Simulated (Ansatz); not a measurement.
CdS:
```
CdS
1.0
    4.12396     0.00000     0.00000
   -2.06198     3.57145     0.00000
    0.00000     0.00000     6.70929
Cd S
2 2
Direct
  0.66667   0.33333   0.00088
  0.33333   0.66667   0.50088
  0.66667   0.33333   0.62432
  0.33333   0.66667   0.12432
```

Relaxed with PBEsol. Independent-particle spectrum: no excitons, no local fields, no scissors shift; 0.1 eV broadening; ε₁ of the summed bands alone.

Problem. Tabulate the dielectric function from DFT-PBEsol in the program Ansatz with PAW potentials.

Solution. 

| E (eV) | ε₁ xx | ε₂ xx | ε₁ zz | ε₂ zz |
|---|---|---|---|---|
| 0.0 | 6.49 | 0.00 | 6.55 | 0.00 |
| 0.4 | 6.56 | 0.00 | 6.62 | 0.00 |
| 0.8 | 6.84 | 0.00 | 6.89 | 0.00 |
| 1.2 | 7.60 | 0.76 | 7.78 | 0.58 |
| 1.6 | 7.10 | 1.36 | 7.30 | 1.43 |
| 2.0 | 6.93 | 1.52 | 7.07 | 1.66 |
| 2.4 | 6.99 | 1.64 | 7.04 | 1.82 |
| 2.8 | 7.30 | 1.82 | 7.21 | 2.00 |
| 3.2 | 8.00 | 2.25 | 7.59 | 2.27 |
| 3.6 | 7.99 | 4.06 | 8.33 | 2.81 |
| 4.0 | 8.31 | 4.80 | 9.86 | 4.31 |
| 4.4 | 5.89 | 6.63 | 7.20 | 9.39 |
| 4.8 | 5.36 | 6.96 | 4.32 | 8.30 |
| 5.2 | 4.83 | 5.97 | 2.71 | 7.36 |
| 5.6 | 4.54 | 7.70 | 1.64 | 4.46 |
| 6.0 | 4.73 | 6.10 | 6.07 | 4.88 |
| 6.4 | 4.24 | 8.38 | 3.54 | 8.26 |
| 6.8 | -1.30 | 8.16 | -0.82 | 8.31 |
| 7.2 | 0.65 | 7.29 | 0.17 | 6.47 |
| 7.6 | -0.32 | 7.80 | 0.59 | 7.26 |
| 8.0 | -3.30 | 6.03 | -3.49 | 6.77 |
| 8.4 | -2.96 | 3.37 | -2.96 | 3.49 |
| 8.8 | -1.95 | 3.12 | -2.13 | 2.79 |
| 9.2 | -1.80 | 2.59 | -1.55 | 2.33 |
| 9.6 | -1.38 | 2.05 | -1.05 | 2.36 |
| 10.0 | -1.28 | 1.83 | -1.35 | 2.05 |
| 10.4 | -0.77 | 1.63 | -1.09 | 1.84 |
| 10.8 | -0.66 | 1.85 | -0.80 | 1.55 |
| 11.2 | -0.90 | 1.69 | -0.75 | 1.68 |
| 11.6 | -0.88 | 1.33 | -0.89 | 1.30 |
| 12.0 | -0.68 | 1.00 | -0.69 | 0.99 |

Problem. From ε at 2.5 eV (xx: 7.04 + 1.68i), find n, k, the normal reflectivity and the absorption coefficient.

Solution. n = 2.67, k = 0.314, R = 21 %, α = 2kE/ħc = 80000 cm⁻¹.

With all bands, ε∞ without local fields is 6.66 (xx = yy), 6.72 (zz). DFPT, with local fields, gives 6.23 (xx = yy), 6.37 (zz).

Space group P6_3mc (wurtzite). Symmetry was held in the PBEsol relaxation. Spin–orbit coupling is left out wherever it is not named.

Potentials: the later of the program's two PAW sets.
